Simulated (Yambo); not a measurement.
HfS2 (CdI2 type, space group P-3m1, No. 164), G0W0@PBEsol in Yambo with this input:

```
rim_cut
gw0
dyson
el_el_corr
HF_and_locXC
ppa
em1d
RandQpts= 1000000
RandGvec= 1 Ry
EXXRLvcs= 58 Ry
VXCRLvcs= 232 Ry
Chimod= "HARTREE"
% BndsRnXp
 2 | 157 |
%
NGsBlkXp= 10 Ry
% LongDrXp
 1.0 | 1.0 | 1.0 |
%
PPAPntXp= 27.2114 eV
% GbndRnge
 1 | 157 |
%
GTermKind= "BG"
DysSolver= "n"
ExtendOut
```

On a 6×6×2 mesh, with wavefunctions cut at 58 Ry, the gap (Γ → L) is 2.380 eV and the valence edge shifts by -0.786 eV.

**Question.** What happens with this change: 8 Ry block?

**Answer.** The gap falls by 0.042 eV, to 2.338 eV; the shift of the valence edge becomes -0.727 eV. Neither run is shown to be the converged limit.

Spin-orbit coupling is not included.

Geometry of the Materials Project entry, not relaxed at this level; primitive cell a = 3.6397 Å, b = 3.6397 Å, c = 6.0556 Å, α = 90.00°, β = 90.00°, γ = 120.00°.

A shift is the quasiparticle energy of the state minus its PBEsol energy.

The distance between layers or molecules is the database entry's, not relaxed here. Functionals without dispersion can leave it too large, which widens gaps and weakens the response across layers: the numbers belong to this cell.
